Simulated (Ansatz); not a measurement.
GaN (NiAs type, P6_3/mmc) at seven volumes, the program Ansatz at the r²SCAN level (PAW), shape and atoms relaxed at each. One row is withheld.

```tsv
V (Å³/atom)	P (GPa)
8.730	26.87
9.017	16.40
9.305	7.53
9.593	0.01
9.881	?
10.169	-11.75
10.456	-16.30
```

Question: Fit the shown pressures and predict the withheld one.

Answer: P = (3/2)B₀(x^(7/2) − x^(5/2))[1 + (3/4)(B′ − 4)(x − 1)] with x = (V₀/V)^(2/3). Least squares on the six rows gives V₀ = 9.593 Å³/atom, B₀ = 230 GPa, B′ = 4.53. At V = 9.881, x = 0.9805 and P = -6.36 GPa. The run itself gave -6.36 GPa.

The start of the workflow was typed in or built on a structure type; the Crystallography Open Database copy checked does not list it. It is not the phase usual at ambient conditions (space group No. 186, 216). The cell was relaxed with r²SCAN under the symmetry of its start; its stability against distortions is not shown here.

Potentials: the later of the program's two PAW sets.
